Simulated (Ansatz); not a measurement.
HBr in space group I4/mmm (No. 139; H on 2a, Br on 2b), DFT-r²SCAN+D4 in the program Ansatz with PAW potentials. The conduction-band minimum lies at M, with 1 equivalent valley. Second derivatives d²E/dk² of the lowest band at one valley (eV·Å²), along Cartesian directions:

| direction | d²E/dk² |
|---|---|
| [100] | 1.424 |
| [010] | 1.424 |
| [001] | 183.6 |
| [110] | 1.424 |
| [101] | 92.86 |
| [011] | 92.86 |

### Question
Find the principal effective masses, the density-of-states mass and the conductivity mass.

### Answer
Off-diagonal terms follow from H_xy = H[110] − (H_xx + H_yy)/2, and m*/mₑ = 7.620 eV·Å² over each eigenvalue: 0.042, 5.4, 5.4. One valley's DOS mass (m₁m₂m₃)^(1/3) = 1.1, conductivity mass 3/(Σ 1/mᵢ) = 0.12 mₑ.

### Question
What effective density of states Nc follows at 300 K for parabolic valleys?

### Answer
Nc = 2.509e19 × 1 × (1.1)^(3/2) ≈ 2.9e19 cm⁻³.

The workflow started from an entry of the Crystallography Open Database (COD); the relaxed space group is not among those it files for this formula. COD files the formula under space group No. 36, 69, 225. The r²SCAN+D4 relaxation kept the symmetry of its start; its stability against distortions is not shown here. The substance is a gas or liquid at ambient conditions. Spin–orbit coupling is left out wherever it is not named.

Potentials: the later of the program's two PAW sets.

Edges and masses are those of Kohn–Sham bands, whose gap is no quasiparticle gap.
